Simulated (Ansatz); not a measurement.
Sb (A7): a workflow

**What was measured.** A measured cell of trigonal Sb (space group R-3m) at 4.2 K, from the Crystallography Open Database (1969, doi:10.1107/S0021889869006443), has a, c = 4.301, 11.222 Å and 29.96 Å³/atom.

Method: HSE06, scalar-relativistic; no spin polarisation; PAW, 420 eV, Γ-centred 6×6×6 mesh, 0.05 eV Gaussian smearing; code Ansatz. The datasets are Ansatz's generated set soft_2.

The first cell, 1 % over the database's volume:

```
Sb
1.0
     2.11077    1.21865    3.91417
    -2.11077    1.21865    3.91417
     0.00000   -2.43731    3.91417
Sb
2
Direct
  0.22754 0.22754 0.22754
  0.77246 0.77246 0.77246
```

The steps in volume:

```
run  level  k-mesh                                   kind  V (Å³/atom)  P (GPa)  E − E(final) (meV/atom)  gap on the mesh (eV)
  1    PBE   6×6×6                 cell and atoms relaxed        32.06      0.2                        –                 metal
  2  HSE06   6×6×6                             fixed cell        32.06     -1.7                      6.0                 metal
  3  HSE06   6×6×6  shape and atoms relaxed, volume fixed        31.70     -0.5                      0.7                 metal
  4  HSE06   6×6×6  shape and atoms relaxed, volume fixed        31.58     -0.3                      0.3                 metal
  5  HSE06   6×6×6  shape and atoms relaxed, volume fixed        31.33     -0.1                      0.0                 metal
```

The volume is at zero pressure for this level.

The final structure (symmetry read at 0.01 Å). The structure is trigonal, space group R-3m (No. 166). The conventional cell has a = 4.321 Å, b = 4.321 Å, c = 11.626 Å, α = 90.00°, β = 90.00°, γ = 120.00°. Sb (site symmetry 3m) is surrounded by 3 Sb at 2.90 Å. (Neighbours are counted to 15 % beyond the shortest distance.)

| atom | site | symmetry | x | y | z |
| --- | --- | --- | --- | --- | --- |
| Sb | 6c | 3m | 0.3333 | 0.6667 | 0.8970 |

At the final geometry the gap, band path included, is zero (metallic). The runs in the table took roughly 30 core-minutes.

**Against experiment.** HSE06 gives 4.321, 11.626 Å and 31.33 Å³/atom, +4.6 % in volume (+1.5 % in length) from the database's cell. The axes miss by +0.5 %, +3.6 %. Without a dispersion term the weakly bound parts drift apart.

Scalar-relativistic only: spin–orbit splittings of the heavy atoms' levels are missing. Pressures of hybrids are less tightly converged. For a metal under a hybrid functional this mesh is coarse. The structure is built of weakly bound bilayers, and this functional has no dispersion term, so their spacing and all that hangs on it (volume, the soft elastic constants, low modes, dielectric constants) are poorly given.
